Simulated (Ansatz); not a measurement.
An Ansatz (a quantum-chemistry and plane-wave program) run. Input:

Ansatz 0.2 input:
```yaml
crystal:
  lattice:
    - [-5.4711776898, 5.4711776898, 5.4711776898]
    - [5.4711776898, -5.4711776898, 5.4711776898]
    - [5.4711776898, 5.4711776898, -5.4711776898]
  atoms:
    - { symbol: As, position: [0.0, 0.0, 0.0] }
    - { symbol: Si, position: [0.5, 0.5, 0.0] }
    - { symbol: Si, position: [0.5, 0.0, 0.5] }
    - { symbol: Si, position: [0.0, 0.5, 0.5] }
    - { symbol: Si, position: [0.2502184283, 0.0, 0.5003482351] }
    - { symbol: Si, position: [0.7498701932, 0.4996517649, 0.4996517649] }
    - { symbol: Si, position: [0.7416950552, 0.0, 0.0] }
    - { symbol: Si, position: [0.2502184283, 0.5003482351, 0.0] }
    - { symbol: Si, position: [0.0, 0.7507300557, 0.2521097889] }
    - { symbol: Si, position: [0.5013797332, 0.2492699443, 0.2492699443] }
    - { symbol: Si, position: [0.4986202668, 0.7478902111, 0.7478902111] }
    - { symbol: Si, position: [0.0, 0.2521097889, 0.7507300557] }
    - { symbol: Si, position: [0.2583049448, 0.2583049448, 0.2583049448] }
    - { symbol: Si, position: [0.7497815717, 0.7497815717, 0.2501298068] }
    - { symbol: Si, position: [0.7497815717, 0.2501298068, 0.7497815717] }
    - { symbol: Si, position: [0.2501298068, 0.7497815717, 0.7497815717] }
    - { symbol: Si, position: [0.7507300557, 0.0, 0.2521097889] }
    - { symbol: Si, position: [0.2492699443, 0.5013797332, 0.2492699443] }
    - { symbol: Si, position: [0.2521097889, 0.0, 0.7507300557] }
    - { symbol: Si, position: [0.7478902111, 0.4986202668, 0.7478902111] }
    - { symbol: Si, position: [0.4996517649, 0.4996517649, 0.7498701932] }
    - { symbol: Si, position: [0.0, 0.0, 0.7416950552] }
    - { symbol: Si, position: [0.0, 0.5003482351, 0.2502184283] }
    - { symbol: Si, position: [0.5003482351, 0.0, 0.2502184283] }
    - { symbol: Si, position: [0.2492699443, 0.2492699443, 0.5013797332] }
    - { symbol: Si, position: [0.7478902111, 0.7478902111, 0.4986202668] }
    - { symbol: Si, position: [0.7507300557, 0.2521097889, 0.0] }
    - { symbol: Si, position: [0.2521097889, 0.7507300557, 0.0] }
    - { symbol: Si, position: [0.0, 0.2502184283, 0.5003482351] }
    - { symbol: Si, position: [0.4996517649, 0.7498701932, 0.4996517649] }
    - { symbol: Si, position: [0.5003482351, 0.2502184283, 0.0] }
    - { symbol: Si, position: [0.0, 0.7416950552, 0.0] }
kpoints:
  mp_grid: { grid: [6, 6, 6] }
basis: { xc_grid: 2 }
hamiltonian:
  xc: pbe
  pseudopotentials: { kind: paw }
scf:
  occupations: { method: gaussian, width: 0.05 }
checkpoint: { read: metal.run }
output: { write_density: true, elf: true, volumetric_format: npy }
```

Output (shortened):

```
Pseudopotential: As, paw, valence charge 15
Pseudopotential: Si, paw, valence charge 4
Functional definition: PBE
Crystal: 32 atoms, lattice volume = 655.092 Å³
Basis set: ecut = 420 eV, 12839 PW (Γ), exchange–correlation on 128×128×128 points (8 copies of the dense FFT grid, shifted against one another)
Bands: 102, of which v1, the nominal top of the filled ones, is band 70 counted from 1 (69 counted from 0)
Symmetry: 24 space group operations
Space group: I-43m (ITA 217), of the structure as read, at distance tolerance 8.7e-5 Å
k-points: 16 of 216 (time reversal used)
Stability of the state it starts from, as read at its close in the unpolarized treatment …
iter 1 solved again at ethr=8.52e-8 eV; its pass at ethr=3.10e-3 eV (dr2=1.18e-4 eV) is discarded
SCF iter   1: F=—  HF=-24565.774168 eV  |F-HF|=—  |Δ(HF+E_count)|=         —  Δρ=2.18e-7  dr2=2.50e-10  ethr=8.52e-8  ⟨swp⟩=5.3  Hψ=13622  notcnv=0  defer=1
preconditioner: auto → Kerker (q_TF=auto, 2.107 Å⁻¹)
SCF iter   2: F=—  HF=-24565.773966 eV  |F-HF|=—  |Δ(HF+E_count)|=   2.02e-4  Δρ=9.13e-8  dr2=3.56e-11  ethr=1.00e-12  ⟨swp⟩=11.4  Hψ=7917  notcnv=0
SCF iter   3: F=-24565.773966 eV  HF=-24565.773966 eV  |F-HF|=3.64e-12  |Δ(HF+E_count)|=  1.09e-11  Δρ=6.48e-8  dr2=1.98e-11  ethr=1.00e-12  ⟨swp⟩=1.0  Hψ=3365  notcnv=0
SCF 1 converged in 3 iterations: F = -24565.773966 eV  dr2 = 1.98e-11
NSCF: frozen V_eff on 16 k-points
the band table was solved once the SCF had ended and its energy, with any forces and stress, was formed, with the checks that follow a solve (6679 applications …
SCF converged after 3 iterations
Free energy (F): -24565.773966 eV
Harris-Foulkes:  -24565.773966 eV  (|F-HF|=3.64e-12)
Internal energy: -24565.768973 eV  (E = F + TS)
E sigma→0 (E₀):  -24565.771470 eV
Entropy (-TS):   -0.004993 eV (-0.156 meV/atom)
Fermi energy:    6.995299 eV
--- Per-component energies (eV) ---
  E_band       = -157.412460
  E_kinetic    = 1345.388283
  E_local      = -3629.973640  (includes V_loc(G=0)·N_el)
  E_nonlocal   = 131.529260
  E_hartree    = 1681.897347
  E_xc         = -1786.230097
  E_vxc        = -1523.346681  (∫ρ·V_xc dr)
  E_paw        = -17730.987052  (= ΣΔE_a)
  E_vpaw       = 155.195476  (= ΣTr[D̂ρ^β])
  E_aug_tail   = 0.000204  (compensation charges beyond the density's cutoff)
  E_ewald      = -4577.393279
  E_smearing   = -0.004993  (= −TS)
  E_closure    =  0.000000  (closes the sum)
  Σ components = -24565.773966   (vs F -24565.773966, Δ=0.00e0)
  [band-id]    e_kinetic+e_local+e_nonlocal+2·e_hartree+e_vxc+e_vpaw+e_augmentation_tail = -157.412404   (vs E_band -157.412460, Δ=5.67e-5)
--- Band table (eV; the first three rows and the last of 16) ---
  k-point 0: bands = ["-29.7581", "-29.7581", "-29.7581", "-29.7498", "-29.7498", "-6.2946", "-5.2122", "-3.7616", "-3.7616", "-3.7616", "-3.6714", "-3.6714", "-3.6714", "-3.6703", "-3.6703", "-3.6703", "-3.6266", "-3.6266", "-2.0756", "-1.6525", "-1.6525", …
  k-point 1: bands = ["-29.7581", "-29.7581", "-29.7581", "-29.7498", "-29.7498", "-6.2728", "-5.2096", "-4.2020", "-3.9779", "-3.9609", "-3.9143", "-3.7560", "-3.6374", "-3.4989", "-3.3873", "-3.3623", "-3.3288", "-3.1008", "-2.3942", "-2.2333", "-1.7701", …
  k-point 2: bands = ["-29.7581", "-29.7581", "-29.7581", "-29.7498", "-29.7498", "-6.2257", "-5.1853", "-4.5998", "-4.1384", "-4.1213", "-4.0758", "-3.7053", "-3.4583", "-3.2697", "-3.0720", "-3.0385", "-3.0124", "-2.8094", "-2.7427", "-2.5403", "-1.8575", …
  k-point 15: bands = ["-29.7581", "-29.7581", "-29.7581", "-29.7498", "-29.7498", "-6.1582", "-4.6470", "-4.6470", "-4.6470", "-4.5894", "-4.5894", "-3.8053", "-3.4221", "-3.4221", "-3.4221", "-2.4238", "-1.5618", "-1.5618", "-1.5618", "-1.4696", "-1.4696", …
  device         0  11.57 GiB
```

The start of the workflow was typed in or built on a structure type; neither database checked (COD, Materials Project) lists it. Its standing as an ambient phase is unchecked. The PBE relaxation kept the symmetry of its start; its stability against distortions is not shown here. Spin–orbit coupling is left out wherever it is not named.

Potentials: the later of the program's two PAW sets.

Ansatz is a plane-wave DFT program.
